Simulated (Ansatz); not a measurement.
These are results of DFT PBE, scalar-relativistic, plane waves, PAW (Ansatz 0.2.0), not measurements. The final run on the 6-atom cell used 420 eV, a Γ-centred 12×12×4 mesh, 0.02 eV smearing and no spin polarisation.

The zero of energy is the elements' standard structures at the same level; no fitted shifts are applied.

Question: Find a candidate trigonal semiconductor with formula MgCd2S3, with a gap near 0.9 eV, a formation energy near −0.82 eV/atom and about 20 Å³ per atom, in a cell of 6 atoms.

Answer: MgCd2S3, space group P-3m1 (No. 164). Mg has 6 S at 2.65 Å; around Cd lie 6 S at 2.73–2.74 Å; S on a site of symmetry 3m is surrounded by 3 Mg at 2.65 Å and 3 Cd at 2.74 Å; S on a site of symmetry -3m has 6 Cd at 2.73 Å.

```
CELL_PARAMETERS angstrom
3.82614 0.00000 0.00000
-1.91307 3.31353 0.00000
0.00000 0.00000 9.37890
ATOMIC_POSITIONS crystal
Mg 0.00000 0.00000 0.50000
Cd 0.66667 0.33333 0.82876
Cd 0.33333 0.66667 0.17124
S 0.33333 0.66667 0.65576
S 0.66667 0.33333 0.34424
S 0.00000 0.00000 0.00000
```

| Property | Result |
| --- | --- |
| Volume per atom | 19.82 Å³ |
| Density | 4.82 g/cm³ |
| Energy over the elements | −0.816 eV/atom |
| Gap on the 12×12×4 mesh of the 6-atom cell | 0.92 eV |

The cell was found from a structure generator's guess, not taken from experiment. The answer needn't be unique; the calculation gave this one.

Kohn–Sham gaps at this level usually fall short of measured ones. The reference form of S is held partly by dispersion forces, which this level lacks. A later test with randomly moved atoms came back to the same energy, though modes that don't fit the test's cell weren't probed. Another cell of MgCd2S3 relaxed alike, in I-4m2, lies 98 meV/atom lower, so this cell isn't the stable form at this level.
